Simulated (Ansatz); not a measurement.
The relaxed structure here is a generated cell of Ti3Al: the first start was made by placing the elements on the sites of a structure type, and the end was not matched to a known phase here, so it may be hypothetical. Known forms of Ti3Al include space group No. 194.

A relaxed cell of Ti3Al (R-3 (No. 148)), relaxed on a k-mesh at least as fine as the one used below. These are r2SCAN (plane waves to 500 eV, PAW, scalar-relativistic; Ansatz, a program for electronic structure) values and carry that method's errors. Γ-centred k-mesh 8×8×8 on the run's cell (coarser than for final values), Fermi–Dirac smearing 0.05 eV.

```yaml
crystal:
  lattice:
    - [2.53577, 1.46403, 6.69474]
    - [-2.53577, 1.46403, 6.69474]
    - [0.00000, -2.92806, 6.69474]
  atoms:
    - { symbol: Al, position: [0.33331, 0.33331, 0.33331] }
    - { symbol: Al, position: [0.66669, 0.66669, 0.66669] }
    - { symbol: Ti, position: [0.11236, 0.77668, 0.44726] }
    - { symbol: Ti, position: [0.44726, 0.11236, 0.77668] }
    - { symbol: Ti, position: [0.77668, 0.44726, 0.11236] }
    - { symbol: Ti, position: [0.88764, 0.22332, 0.55274] }
    - { symbol: Ti, position: [0.55274, 0.88764, 0.22332] }
    - { symbol: Ti, position: [0.22332, 0.55274, 0.88764] }
```

The atoms are displaced by (Å):

```
atom      ux      uy      uz
----  ------  ------  ------
Al1    0.039   0.137   0.142
Al2    0.019  -0.049   0.002
Ti3   -0.020  -0.013   0.008
Ti4    0.067   0.044   0.053
Ti5    0.005   0.055   0.003
Ti6    0.001   0.051  -0.071
Ti7    0.013   0.038   0.050
Ti8   -0.135  -0.183   0.038
```

Task: What forces (eV/Å) and pressure result?

Result: 
```tsv
atom	Fx	Fy	Fz
Al1	-0.08	-0.89	-1.01
Al2	-0.02	0.41	-0.28
Ti3	0.49	0.28	0.31
Ti4	-0.65	-0.31	-0.20
Ti5	-0.02	-0.16	-0.05
Ti6	-0.06	-0.30	1.12
Ti7	-0.62	-0.57	-0.07
Ti8	0.96	1.55	0.19
```

Pressure +0.9 GPa.

Task: Estimate the energy cost of the displacement in the harmonic approximation and compare with the calculation.

Result: For a harmonic well ΔE = −½ Σ F·u = 0.457 eV a cell, or 57 meV/atom. The calculated energy relative to the undisplaced cell is +0.06 eV/atom, so the harmonic estimate holds well.

No spin polarisation in the result.

The run that gave the undisplaced cell could not lose the symmetry of its start: the end is stationary, and may be a saddle point rather than a minimum.
